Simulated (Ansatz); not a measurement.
InP:
```
CELL_PARAMETERS angstrom
      7.17436     0.00000     0.00000
      0.00000     7.17436     0.00000
      0.00000     0.00000     4.16300
ATOMIC_POSITIONS crystal
  In 0.32181 0.67819 0.00000
  In 0.67819 0.32181 0.00000
  In 0.82181 0.82181 0.50000
  In 0.17819 0.17819 0.50000
  P  0.31929 0.31929 0.00000
  P  0.68071 0.68071 0.00000
  P  0.18071 0.81929 0.50000
  P  0.81929 0.18071 0.50000
```

The program Ansatz at the PBEsol level (PAW) gives a gap of 0.71 eV without spin–orbit coupling, maximum on the M–Γ line, 92 % of the way from M, minimum at Γ.

Problem. What happens when spin–orbit coupling is switched on?

Solution. The gap drops by 0.02 eV, to 0.69 eV; maximum at Γ, minimum at Γ.

Problem. Give the electron effective mass with spin–orbit coupling.

Solution. 0.056, 0.062, 0.062 mₑ (principal values).

Problem. Give the hole effective mass with spin–orbit coupling.

Solution. 0.12, 0.12, 1.1 mₑ (principal values).

Space group P4_2/mnm. The start of the workflow was typed in or built on a structure type; neither database checked (COD, Materials Project) lists it. It is not the phase usual at ambient conditions (space group No. 216). The PBEsol relaxation kept the symmetry of its start; of distortions, only those at the zone centre were tested. The volume moved by 20 % from the start of the relaxation.

Potentials: the later of the program's two PAW sets.
